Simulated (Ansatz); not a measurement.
ZrTa:
```yaml
crystal:
  lattice:
    - [4.65665, 0.00000, 0.00000]
    - [0.00000, 3.56978, 0.00000]
    - [0.00000, 0.00000, 4.97092]
  atoms:
    - { symbol: Ta, position: [0.25000, 0.00000, 0.81290] }
    - { symbol: Ta, position: [0.75000, 0.00000, 0.18710] }
    - { symbol: Zr, position: [0.25000, 0.50000, 0.27871] }
    - { symbol: Zr, position: [0.75000, 0.50000, 0.72129] }
```

Relaxed with r²SCAN. Special points in fractions of this cell's reciprocal vectors: Γ (0.000, 0.000, 0.000); X (0.500, 0.000, 0.000); S (0.500, 0.500, 0.000); Y (0.000, 0.500, 0.000); Z (0.000, 0.000, 0.500); U (0.500, 0.000, 0.500); R (0.500, 0.500, 0.500); T (0.000, 0.500, 0.500).

Question: List the band energies nearest the Fermi level at these points for r²SCAN in the plane-wave PAW code Ansatz.

Answer: In eV from the Fermi level; about four levels below and three above (degenerate sets whole), none deeper than 8.9 eV; … stands for higher levels left out; points with the same levels are listed once.

| k | below | above |
|---|---|---|
| Γ | -3.42 -3.12 -1.74 -1.46 | 0.45 0.64 0.74 |
| X | -1.43 -1.43 -0.81 -0.81 | 0.48 0.48 0.80 0.80 |
| S | -0.47 -0.47 -0.36 -0.36 | 2.91 2.91 … |
| Y | -1.47 -1.47 -1.30 -0.53 | 0.61 0.83 1.37 |
| Z | -1.15 -0.93 -0.77 -0.30 | 0.25 0.31 1.41 |
| U | -1.01 -1.01 -0.75 -0.75 | 0.12 0.12 1.00 1.00 |
| R | -0.96 -0.96 -0.94 -0.94 | 1.19 1.19 1.22 1.22 |
| T | -1.74 -1.25 -1.16 -0.65 | 0.40 0.68 0.90 |

Space group Pmma. The start of the workflow was typed in or built on a structure type; neither database checked (COD, Materials Project) lists it. Whether it is the stable phase at ambient conditions was not checked. The r²SCAN relaxation kept the symmetry of its start; its stability against distortions is not shown here. The run is not spin-polarised. Its formation energy is positive at this level, so the cell may be metastable or incomplete. Scalar-relativistic: spin–orbit coupling is off unless named, which matters more the heavier the elements.

Potentials: the earlier of the program's two PAW sets.
